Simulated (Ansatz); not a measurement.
AlCuGeSe4:
Space group I-4 (No. 82); a = 5.457 Å, b = 5.457 Å, c = 10.644 Å, α = 90.00°, β = 90.00°, γ = 90.00°

```
atom  site  symmetry       x       y       z
----  ----  --------  ------  ------  ------
Al      2c      -4..  0.0000  0.5000  0.2500
Cu      2a      -4..  0.0000  0.0000  0.0000
Ge      2b      -4..  0.0000  0.0000  0.5000
Se      8g         1  0.2678  0.2317  0.3667
```
(The calculation used a cell of 7 atoms; values per cell refer to that cell.)

Relaxed with PBEsol. 

Problem. HSE06 on this cell (Ansatz, a quantum-chemistry and plane-wave program, PAW) gives a gap of 1.84 eV. What does PBEsol give?

Solution. 0.95 eV.

Cost on shared cores: the PBEsol run (SCF on a 7×7×7 mesh, then bands and DOS) around 4 core-minutes (rough), the HSE06 run (SCF on 4×4×4, then a few points) around 17 core-minutes (rough); the tasks are unlike.

The first step of the workflow began from a Materials Project structure, measured or hypothetical; the Crystallography Open Database copy checked does not list it. Its standing as an ambient phase is unchecked. Symmetry was held in the PBEsol relaxation; whether a distortion lowers the energy is not shown. No spin polarisation was allowed. Spin–orbit coupling is left out wherever it is not named.

Potentials: the later of the program's two PAW sets.

Ansatz is a plane-wave DFT program.
